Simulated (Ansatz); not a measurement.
**FeP3H6O6, one structure, two calculations**

Cell: a measured structure from the Crystallography Open Database (COD), its atoms then relaxed with PBE in this cell.

```yaml
crystal:
  lattice:
    - [5.64000, 3.25626, 3.21250]
    - [-5.64000, 3.25626, 3.21250]
    - [0.00000, -6.51251, 3.21250]
  atoms:
    - { symbol: Fe, position: [0.00000, 0.00000, 0.00000] }
    - { symbol: Fe, position: [0.50000, 0.50000, 0.50000] }
    - { symbol: H, position: [0.57162, 0.23178, 0.93342] }
    - { symbol: H, position: [0.93342, 0.57162, 0.23178] }
    - { symbol: H, position: [0.23178, 0.93342, 0.57162] }
    - { symbol: H, position: [0.42838, 0.76822, 0.06658] }
    - { symbol: H, position: [0.06658, 0.42838, 0.76822] }
    - { symbol: H, position: [0.76822, 0.06658, 0.42838] }
    - { symbol: H, position: [0.34023, 0.38957, 0.97115] }
    - { symbol: H, position: [0.97115, 0.34023, 0.38957] }
    - { symbol: H, position: [0.38957, 0.97115, 0.34023] }
    - { symbol: H, position: [0.65977, 0.61043, 0.02885] }
    - { symbol: H, position: [0.02885, 0.65977, 0.61043] }
    - { symbol: H, position: [0.61043, 0.02885, 0.65977] }
    - { symbol: P, position: [0.43518, 0.25727, 0.04308] }
    - { symbol: P, position: [0.04308, 0.43518, 0.25727] }
    - { symbol: P, position: [0.25727, 0.04308, 0.43518] }
    - { symbol: P, position: [0.56482, 0.74273, 0.95692] }
    - { symbol: P, position: [0.95692, 0.56482, 0.74273] }
    - { symbol: P, position: [0.74273, 0.95692, 0.56482] }
    - { symbol: O, position: [0.28463, 0.06159, 0.00097] }
    - { symbol: O, position: [0.00097, 0.28463, 0.06159] }
    - { symbol: O, position: [0.06159, 0.00097, 0.28463] }
    - { symbol: O, position: [0.71537, 0.93841, 0.99903] }
    - { symbol: O, position: [0.99903, 0.71537, 0.93841] }
    - { symbol: O, position: [0.93841, 0.99903, 0.71537] }
    - { symbol: O, position: [0.54878, 0.34740, 0.25672] }
    - { symbol: O, position: [0.25672, 0.54878, 0.34740] }
    - { symbol: O, position: [0.34740, 0.25672, 0.54878] }
    - { symbol: O, position: [0.45122, 0.65260, 0.74328] }
    - { symbol: O, position: [0.74328, 0.45122, 0.65260] }
    - { symbol: O, position: [0.65260, 0.74328, 0.45122] }
```

Atom numbers follow the list; atoms alike are taken as one site, whose name carries the number of the first.

First run. All values are calculated (Ansatz; DFT, PBE, plane waves and PAW, scalar-relativistic, collinear spin, 420 eV cutoff, Γ-centred 5×5×5 k-points, Fermi–Dirac smearing 0.05 eV), not measured. Start moments as typed (μB): 3 on each Fe, none on the rest.

| site | atom | V_zz (10²¹ V/m²) | η | m (μB) |
| --- | --- | --- | --- | --- |
| Fe1 | 1 | -0.56 | 0.00 | 3.87 |
| Fe2 | 2 | -0.71 | 0.00 | -3.88 |
| H3 | 3 | 1.63 | 0.03 | 0.00 |
| H9 | 9 | 1.62 | 0.03 | 0.00 |
| P | 15 | -2.63 | 0.63 | 0.00 |
| O21 | 21 | 8.59 | 0.13 | 0.08 |
| O27 | 27 | 8.87 | 0.12 | -0.08 |

Second run. The same atoms and settings, except that the start moments (μB) are 3 -3 0 0 0 0 0 0 0 0 0 0 0 0 0 0 0 0 0 0 0 0 0 0 0 0 0 0 0 0 0 0 by atom.

Problem. What does the second run give?

Solution. 

```tsv
site	atom	V_zz	η	change of V_zz	m (μB)
Fe1	1	-0.56	0.00	0.00	3.87
Fe2	2	-0.71	0.00	0.00	-3.88
H3	3	1.63	0.03	0.00	0.00
H9	9	1.62	0.03	0.00	0.00
P	15	-2.63	0.63	0.00	0.00
O21	21	8.59	0.13	0.00	0.08
O27	27	8.87	0.12	0.00	-0.08
```

No V_zz moves by more than 0.01. Isomer shifts (Fe against α-Fe, from the density at the nucleus and a line fitted to measured compounds for each functional; the lines scatter by about 0.1 mm/s, so smaller changes between functionals mean little): Fe1 0.64 → 0.64 mm/s; Fe2 0.66 → 0.66 mm/s.

With these PAW files V_zz is typically within 2 to 3 % of all-electron values, but misses above 10 % occur on Fe. The magnetic order is the one that the run reached from its start moments, not necessarily the measured one.
For the first run: The moments were started parallel, and the run ended with some of them reversed.
